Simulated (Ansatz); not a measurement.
Starting cell, C (diamond):

```
CELL_PARAMETERS angstrom
      0.00000     3.57162     3.57162
      1.78581     1.78581     3.57162
      1.78581     1.78581     0.00000
ATOMIC_POSITIONS crystal
  C  0.00000 0.50000 0.50000
  C  0.50000 0.50000 0.50000
  C  0.00000 0.75000 0.75000
  C  0.50000 0.75000 0.75000
```

The atoms are displaced by Q × the pattern below (from a DFPT mode at X = (0.5, 0.5, 0.0), largest move 1; Q in Å), at fixed cell. It is one choice among 2 degenerate patterns. (q is in reciprocal vectors of the primitive cell; the cell shown is doubled to hold the pattern.)

```
atom       x       y      z
----  ------  ------  -----
C1    -0.344   0.939  0.000
C2     0.344  -0.939  0.000
C3     0.939  -0.344  0.000
C4    -0.939   0.344  0.000
```

The numbers are results of PBE (plane waves to 420 eV, PAW, scalar-relativistic; Ansatz, a first-principles code), not measurements. k mesh 16×16×16 (Γ-centred), Fermi-Dirac smearing 0.05 eV. The energy includes the smearing's −TS. C was relaxed with its symmetry unable to fall. The PAW data are Ansatz's earlier set. The zero of ΔE is the undisplaced structure.

```
Q (Å)   ΔE (meV/cell)
------  -------------
-0.180           1734
-0.150           1208
-0.120            774
-0.090       withheld
-0.060            194
-0.030             48
0.000               0
0.030              48
0.060             194
0.090        withheld
0.120             774
0.150            1208
0.180            1734
```

**Question.** Fit an even polynomial form (powers 2, 4) to the given rows and predict ΔE at Q = -0.090.

**Answer.** Least squares on the 11 given rows: ΔE = (53980)·Q² + (-13980)·Q⁴, in meV/cell with Q in Å; root-mean-square residual 0.4 meV/cell. At -0.090 the fit gives 436 meV/cell; the calculation gives 436 meV/cell, the same to the digits shown. The quadratic term alone would give 437 meV/cell.

(A displaced cell: forces are minus the slopes of the energy, force constants its curvatures, and phonons follow from these.)
